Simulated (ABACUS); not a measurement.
**Parameter sweep on Ta (Im-3m, 1 atom in the cell; from Materials Project mp-50)**

```yaml
crystal:
  lattice:
    - [-1.65493, 1.65493, 1.65493]
    - [1.65493, -1.65493, 1.65493]
    - [1.65493, 1.65493, -1.65493]
  atoms:
    - { symbol: Ta, position: [0.00000, 0.00000, 0.00000] }
```

Base run A: ABACUS with PBE, PseudoDojo 0.5 standard norm-conserving PBE (tails mended) pseudopotentials, self-consistent single point.

Its settings: KPT = Gamma 14 14 14 0 0 0; basis_type = pw; dft_functional = PBE; ecutwfc = 58 Ry; smearing_method = mv; smearing_sigma = 0.0199916 Ry; potentials = PseudoDojo 0.5 standard norm-conserving PBE (tails mended); symmetry = 1; ks_solver = dav_subspace; scf_nmax = 100; scf_thr = 1.0e-09 Ry; mixing_type = broyden.

The structure comes from a collection of computed structures, made at another level of theory; the collection holds predicted forms beside known ones.

ΔF is the free energy per atom less that of run A. 

A variant of run A gave: the free energy goes down by 183 meV/atom and the pressure goes from 1.55 to 3.26 GPa.

What was changed between the two runs?
A) smearing_sigma: 0.0199916 Ry → 0.00734986 Ry
B) smearing_method: mv → gaussian; smearing_sigma: 0.0199916 Ry → 0.00367493 Ry
C) smearing_method: mv → mp; smearing_sigma: 0.0199916 Ry → 0.00734986 Ry
D) smearing_method: mv → fd; smearing_sigma: 0.0199916 Ry → 0.0220496 Ry

D, smearing_method: mv → fd; smearing_sigma: 0.0199916 Ry → 0.0220496 Ry. That run gave: ΔF (meV/atom) -182.5; pressure (GPa) 3.26; TS (meV/atom) 335.8.

The base and the other variants:

```json
[
 {"smearing_method, smearing_sigma": "mv, 0.0199916 Ry", "ΔF (meV/atom)": "0.00", "pressure (GPa)": "1.55", "TS (meV/atom)": "-13.4"},
 {"smearing_method, smearing_sigma": "gaussian, 0.00367493 Ry", "ΔF (meV/atom)": "-7.9", "pressure (GPa)": "1.60", "TS (meV/atom)": "1.2"},
 {"smearing_method, smearing_sigma": "gaussian, 0.0220496 Ry", "ΔF (meV/atom)": "-31.8", "pressure (GPa)": "1.81", "TS (meV/atom)": "55.1"},
 {"smearing_method, smearing_sigma": "fd, 0.00367493 Ry", "ΔF (meV/atom)": "-11.3", "pressure (GPa)": "1.61", "TS (meV/atom)": "8.1"},
 {"smearing_method, smearing_sigma": "mp, 0.00734986 Ry", "ΔF (meV/atom)": "-7.3", "pressure (GPa)": "1.64", "TS (meV/atom)": "-0.2"},
 {"smearing_method, smearing_sigma": "mp, 0.0146997 Ry", "ΔF (meV/atom)": "-6.2", "pressure (GPa)": "1.56", "TS (meV/atom)": "-4.1"},
 {"smearing_method, smearing_sigma": "mv, 0.00734986 Ry", "ΔF (meV/atom)": "-6.9", "pressure (GPa)": "1.73", "TS (meV/atom)": "-1.3"},
 {"smearing_method, smearing_sigma": "mv, 0.0146997 Ry", "ΔF (meV/atom)": "-3.6", "pressure (GPa)": "1.61", "TS (meV/atom)": "-9.7"}
]
```

“Tails mended”: in these copies of the files the far tail of each local potential was reset to the Coulomb form.
